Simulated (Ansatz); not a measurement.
**Calculated O-17 NMR of the central transition for SiO2**

Cell: a structure deposited in the COD (the cell was measured well above room temperature), its atoms then relaxed with PBE in this cell.

Space group P4_12_12 (No. 92); a = 4.9877, c = 6.9697 Å.

| site | Wyckoff | site symmetry | x | y | z |
| --- | --- | --- | --- | --- | --- |
| Si | 4a | ..2 | 0.3034 | 0.3034 | 0.0000 |
| O | 8b | 1 | 0.2376 | 0.1129 | 0.1833 |

One atom of each set is listed.

Computed with Ansatz: DFT, r2SCAN, plane waves and PAW, scalar-relativistic, 500 eV cutoff, Γ-centred 5×5×4 k-points, Fermi–Dirac smearing 0.02 eV.

O-17 has I = 5/2 and Q = -25.58 mb (Pyykkö 2018); at 16.4 T its Larmor frequency is ν₀ = 94.7 MHz. Only the quadrupole interaction is simulated: positions count from each site's isotropic chemical shift, and J coupling is left out, as are shift anisotropy and dipolar coupling, which fast spinning averages.

Simulated pattern of one O site (fast magic-angle spinning, Gaussian broadening 0.3 kHz):

(offset (kHz), height): (-5.638, 0), (-5.498, 1), (-5.359, 4), (-5.219, 7), (-5.080, 7), (-4.941, 8), (-4.801, 8), (-4.662, 8), (-4.522, 8), (-4.383, 8), (-4.243, 9), (-4.104, 9), (-3.965, 9), (-3.825, 12), (-3.686, 24), (-3.546, 43), (-3.407, 60), (-3.267, 78), (-3.128, 86), (-2.988, 78), (-2.849, 66), (-2.710, 60), (-2.570, 57), (-2.431, 55), (-2.291, 54), (-2.152, 54), (-2.012, 55), (-1.873, 56), (-1.734, 58), (-1.594, 62), (-1.455, 68), (-1.315, 78), (-1.176, 94), (-1.036, 100), (-0.897, 88), (-0.757, 72), (-0.618, 53), (-0.479, 25), (-0.339, 6), (-0.200, 1)

(1) Which |C_Q| and η does the pattern imply?

Answers

(1) The pattern spans 4.87 kHz before broadening and its centre of gravity is at -2.16 kHz, which fixes P_Q; the places of the horns and steps fix η. That gives P_Q = 5.85 MHz, |C_Q| = 5.81 MHz and η = 0.18. The sign of C_Q can't be read from the pattern.

At O V_zz runs parallel to the line that joins its two neighbours (within 1°).

The largest force is 0.3 eV/Å, so the atoms aren't at the calculated equilibrium and relaxing them would move these values.

The run took 35 s of wall time (35 s of CPU time) and 0.72 GiB at its peak, on 1 thread of Arm Neoverse V2 (aarch64; 8 cores open to the job, memory cap 2.5 GiB, no GPU), a shared host with a load of 0.7 a core.
